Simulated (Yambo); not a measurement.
**PbI₂: sweep of GW parameters**

G0W0@PBEsol for PbI$_{2}$ (space group P6_3mc, No. 186) in Yambo. Reference settings: 3×3×1 Γ-centred k mesh, 369 bands and a 7 Ry block in the screening, 369 bands in G with the Bruneval-Gonze terminator, plasmon pole fitted at 27.2 eV. The PBEsol gap Γ → Γ on this mesh is 2.25 eV; G0W0 gaps are taken between the same points.

| change from the reference | G0W0 gap Γ → Γ (eV) | shift of the valence edge (eV) | rough Yambo cost |
|---|---|---|---|
| reference settings | 3.24 | -0.83 | 1 |
| 130 bands in W, 130 bands in G | 3.14 | -0.53 | about 1/3 |
| 232 bands in W, 232 bands in G | 3.21 | -0.74 | within a factor of two |
| 130 bands in G | 3.23 | -0.76 | – |
| 232 bands in G | 3.24 | -0.82 | – |
| 163 bands in W | 3.17 | -0.66 | about 1/2 |
| 3 Ry block | 3.05 | -0.62 | about 1/3 |
| 2 Ry block | 2.84 | -0.38 | about 1/3 |
| 6 Ry block | 3.20 | -0.79 | within a factor of two |
| pole fitted at 40 eV | 3.28 | -0.89 | – |
| no random integration | 3.20 | -0.64 | – |
| 130 bands in G, no terminator | 3.11 | -0.36 | – |
| 232 bands in G, no terminator | 3.18 | -0.62 | – |
| no terminator | 3.21 | -0.74 | – |

The reference isn't shown to be the converged limit. Costs are rough (shared machines), scaled to the same edge states, and given only for runs that recompute the screening.

Spin-orbit coupling is left out; with 6p states at a band edge it can lower the gap by many tenths of an eV, most of a small gap.

The standard potential for Pb keeps a d shell in the valence without the s and p states of that shell. In tests on such compounds this moved G0W0 gaps by up to about 0.9 eV, so absolute quasiparticle energies here are unreliable; differences between settings are what counts.

Geometry of the Materials Project entry, not relaxed at this level; primitive cell a = 4.6178 Å, b = 4.6178 Å, c = 14.5512 Å, α = 90.00°, β = 90.00°, γ = 120.00°.

This is not the ordinary phase of the substance.

A shift is the quasiparticle energy of the state minus its PBEsol energy.
